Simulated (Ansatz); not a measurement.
# PtAs (zincblende structure)

Method: PBE, scalar-relativistic; no spin polarisation; PAW, 420 eV, Γ-centred 12×12×12 mesh, 0.05 eV Gaussian smearing; code Ansatz. The datasets are Ansatz's generated set soft_2.

```
CELL_PARAMETERS angstrom
0.00000 2.81295 2.81295
2.81295 0.00000 2.81295
2.81295 2.81295 0.00000
ATOMIC_POSITIONS crystal
Pt 0.00000 0.00000 0.00000
As 0.25000 0.25000 0.25000
```

The start was a prototype's sites filled with these elements, not a measured cell.

The run above is the reference. The same cell was run again with other input settings; several of them aren't fit for production, so the rows show the settings' effect and aren't properties of the material.

```tsv
keys changed	outcome	ΔE (meV/atom)	P (GPa)	gap on the mesh (eV)	cell moment (μB)	largest force component (eV/Å)	SCF iterations	rough core-seconds	new warnings
none (reference)	converged	0.0	0.0	metal	–	0.000	–	–	–
basis.ecutwfc: 420 → "350 eV"; scf.algorithm: "density_mixing"; scf.occupations.method: "gaussian" → "methfessel_paxton"; scf.occupations.width: 0.05 → 0.01	converged	6.3	0.0	metal	–	0.000	6	6	cutoff below recommended
scf.convergence.dr2_threshold: 1e-05; hamiltonian.hubbard: {"sites": [{"species": "Pt", "l": "d", "u_eff": 5.0}], "double_counting": "fll"}	converged	–	0.8	metal	–	0.000	7	8	filled band counts differ across k points; force scf threshold loose; stress scf threshold loose
accuracy: "high"; hamiltonian.dispersion: "d3bjatm"	converged	–	-3.1	metal	–	0.000	8	9	–
hamiltonian.xc: "pbe" → "pbesol"	converged	–	-4.6	metal	–	0.000	6	5	–
accuracy: "high"	converged	0.0	0.0	metal	–	0.000	8	9	–
scf.initial_density.chi_scale: 0.0	converged	0.0	0.0	metal	–	0.000	7	9	–
```

ΔE is the energy with the smearing extrapolated to zero. It is left out where the change alters the Hamiltonian or the spin treatment. The varied runs start from atomic densities (corrected by the program's trained start where that serves), with the default search for lower states unless a row changes it.

**Question.** What happens with these changes: scf.mixing.algorithm: "broyden"; scf.mixing.beta: 0.9; hamiltonian.xc: "pbe" → "pbesol"?

**Answer.** outcome converged, P (GPa) -4.6, gap on the mesh (eV) metal, largest force component (eV/Å) 0.000, SCF iterations 6, rough core-seconds 6.

**Question.** What happens with these changes: kpoints.mp_grid.grid: [12, 12, 12] → [6, 6, 6]; scf.occupations.width: 0.05 → 0.15?

**Answer.** outcome converged, ΔE (meV/atom) -9.9, P (GPa) -0.3, gap on the mesh (eV) metal, largest force component (eV/Å) 0.000, SCF iterations 6, rough core-seconds 1.4.

Changing scf.initial_density.chi_scale only steers the path to self-consistency, so the energy stays within 0.5 meV/atom.

The pair part of a dispersion correction pulls inward (a three-body part mostly pushes out), and in metals and ionic crystals with large ions it often overbinds.

Of the reference: No spin–orbit coupling, a notable omission for heavy elements. The cell is a metal with an odd number of electrons, and spin polarisation wasn't tried.
